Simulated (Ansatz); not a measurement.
Here is the system:

Se (simple cubic, space group No. 221), a = b = c = 2.814 Å, α = β = γ = 90.00°.

This is the r²SCAN-relaxed structure.

All from plane-wave PAW r²SCAN (Ansatz code), unless another level is named. Predict the electronic character.

metallic (no gap).

And the density of states at the Fermi level?

0.49 states/eV per atom (mean over ±0.08 eV).

Give the gap with spin–orbit coupling.

none (metallic).

Space group Pm-3m (simple cubic). The first step of the workflow began from a Materials Project structure, measured or hypothetical; the Crystallography Open Database copy checked does not list it. It is not the phase usual at ambient conditions (space group No. 152). The r²SCAN relaxation kept the symmetry of its start; whether a distortion lowers the energy is not shown. Scalar-relativistic: spin–orbit coupling is off unless named, which matters more the heavier the elements.

Potentials: the earlier of the program's two PAW sets. The files were generated under PBE; for other functionals the program regenerates the frozen cores, and for LDA and PBEsol the local potential too.
